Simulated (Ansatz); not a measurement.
The cell is a 10-atom cell of KLaMgWO₆ (F-43m) from a materials database; cell and atoms were relaxed with r2SCAN. Space group F-43m (No. 216), cubic; conventional cell a = 7.895 Å, 12.30 Å³ an atom. Around K lie 12 O at 2.79 Å; around La lie 12 O at 2.79 Å; around Mg lie 6 O at 2.04 Å; around W lie 6 O at 1.91 Å; around O lie 1 W at 1.91 Å and 1 Mg at 2.04 Å and 2 La at 2.79 Å and 2 K at 2.79 Å.

```xyz
10
Lattice="0.0000 3.9477 3.9477 3.9477 0.0000 3.9477 3.9477 3.9477 0.0000" Properties=species:S:1:pos:R:3 pbc="T T T"
K     5.9215    5.9215    5.9215
La    1.9738    1.9738    1.9738
Mg    0.0000    0.0000    0.0000
W     3.9477    3.9477    3.9477
O     2.0366    3.9477    3.9477
O     5.8587    3.9477    3.9477
O     3.9477    3.9477    5.8587
O     3.9477    3.9477    2.0366
O     3.9477    2.0366    3.9477
O     3.9477    5.8587    3.9477
```

4 runs of the PAW code Ansatz on this cell differ in the functional (and in the settings that go with it). Levels are in eV from each run's valence top; v1 is the last filled band, c1 the first empty one.

Run A, mean stress 0.0 GPa (compression positive):
```
point     v2     v1    c1    c2
    Γ   0.00   0.00  3.30  3.30
    X  -0.81  -0.05  3.08  3.95
    U  -0.77  -0.24  3.35  3.90
    L  -0.60  -0.36  3.58  3.65
```

Run B, mean stress -1.4 GPa (compression positive):
```
point     v2     v1    c1    c2
    Γ   0.00   0.00  4.31  4.31
    X  -0.86  -0.05  4.18  5.59
    U  -0.82  -0.26  4.49  5.33
    L  -0.64  -0.40  4.81  4.81
```

Run C, mean stress +4.6 GPa (compression positive):
```
point     v2     v1    c1    c2
    Γ   0.00   0.00  2.93  2.93
    X  -0.78  -0.05  2.68  3.35
    U  -0.74  -0.24  2.93  3.34
    L  -0.59  -0.34  3.11  3.20
```

Run D, mean stress -1.4 GPa (compression positive):
```
point     v2     v1    c1    c2
    Γ   0.00   0.00  5.07  5.07
    X  -0.86  -0.05  4.94  6.38
    U  -0.82  -0.26  5.26  6.11
    L  -0.64  -0.41  5.58  5.58
```

Q: Match the runs to PBE, r2SCAN, HSE06, PBE0.

A: A is r2SCAN, B is HSE06, C is PBE, D is PBE0. In order of the gap: PBE 2.68, r2SCAN 3.08, HSE06 4.18, PBE0 4.94 eV. The stress vanishes for r2SCAN, which relaxed the cell.

The values are computed, spin-unpolarised, and not measurements.

Spin-orbit coupling is left out, which matters wherever the heavy atoms make up the band edges.

The program warns that its thresholds are loose for a hybrid's stress.

The meshes of the hybrids are coarse, so their gaps aren't converged to the digits shown.
